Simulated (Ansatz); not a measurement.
Ca₂Bi in space group I4/mmm (No. 139; Ca on 4e, Ca on 4c, Bi on 4e), r²SCAN (plane waves, PAW; program Ansatz), all energies at zero smearing, with the estimated change up to a 700 eV cutoff added, with one set of potentials and settings (totals compare only within such a set). Cell of 6 atoms (4 Ca, 2 Bi): -32114.407 eV.

| element | reference phase | E (eV/atom) |
|---|---|---|
| Ca | Fm-3m, 1 atoms in the cell | -1821.6752 |
| Bi | R-3m, 2 atoms in the cell | -12411.0586 |

Formation energy per atom, worked out: (-32114.407 − 4×(-1821.6752) − 2×(-12411.0586))/6 = -0.932 eV/atom (-90 kJ per mol of atoms), at 0 K, without zero-point energy or fitted corrections.

The first step of the workflow began from a Materials Project structure, measured or hypothetical; the Crystallography Open Database files this formula in space group No. 139, but the cells were not matched. Its standing as an ambient phase is unchecked. The cell was relaxed with r²SCAN under the symmetry of its start; whether a distortion lowers the energy is not shown. The references are the lowest solids computed at this level, not always the standard phases. Scalar-relativistic: spin–orbit coupling is off unless named, which matters more the heavier the elements.

Potentials: the later of the program's two PAW sets.
